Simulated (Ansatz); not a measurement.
Theory: DFT PBE, scalar-relativistic, plane waves, PAW in Ansatz 0.2.0. All cells share a 420 eV cutoff and Γ-centred k meshes spaced at most about 0.3 Å⁻¹ (2π included). No spin polarisation in the final relaxations.

All energies are static (0 K, no zero-point motion).

Compare these two cells of Zn₃SeS₂, each relaxed at this level.

A.

Space group I-4m2 (No. 119). a = 3.918 Å, b = 3.918 Å, c = 16.614 Å, α = 90.00°, β = 90.00°, γ = 90.00°
```tsv
atom	site	symmetry	x	y	z
Zn	4f	2mm.	0.0000	0.5000	0.0893
Zn	2d	-4m2	0.5000	0.0000	0.2500
Se	2b	-4m2	0.5000	0.5000	0.0000
S	4e	2mm.	0.5000	0.5000	0.3303
```

B.

Space group P3m1 (No. 156). a = 3.917 Å, b = 3.917 Å, c = 9.600 Å, α = 90.00°, β = 90.00°, γ = 120.00°
```
atom  site  symmetry       x       y       z
  Zn    1a       3m.  0.0000  0.0000  0.0096
  Zn    1c       3m.  0.6667  0.3333  0.3335
  Zn    1b       3m.  0.3333  0.6667  0.6565
  Se    1a       3m.  0.0000  0.0000  0.7514
   S    1c       3m.  0.6667  0.3333  0.0874
   S    1b       3m.  0.3333  0.6667  0.4116
```

Question: Which placement of the atoms is lower in energy, and by how much?

Answer: They are level within the accuracy (3 meV/atom apart, with A the lower in these runs). The two share one framework of sites and differ in which element sits where. A has Se and S ordered on zinc blende sites, space group I-4m2 (No. 119), 21.2 Å³/atom and a gap of 1.63 eV on its mesh; B has Se and S ordered on zinc blende sites, space group P3m1 (No. 156), 21.3 Å³/atom and a gap of 1.43 eV. Counting S or Se atoms around Zn (for each partner element, those within 1.25 times its shortest distance or 1.15 times the sum of covalent radii, where it is the nearest in units of that sum or under 1.3), A and B both have Zn 4. In A, Zn on a site of symmetry 2mm has 2 S at 2.37 Å and 2 Se at 2.46 Å; Se has 4 Zn at 2.46 Å; S has 4 Zn at 2.37 Å; 1 more site not described. In B, around Zn on its first site lie 3 S at 2.38 Å and 1 Se at 2.48 Å; Se is surrounded by 4 Zn at 2.44–2.48 Å; S on its first site is surrounded by 4 Zn at 2.36–2.38 Å; 3 more sites not described. Both come from invented guesses.

Kohn–Sham gaps at this level usually fall short of measured ones. With atoms moved at random, P3m1 came back. Other cells relaxed within their symmetry can be saddle points.
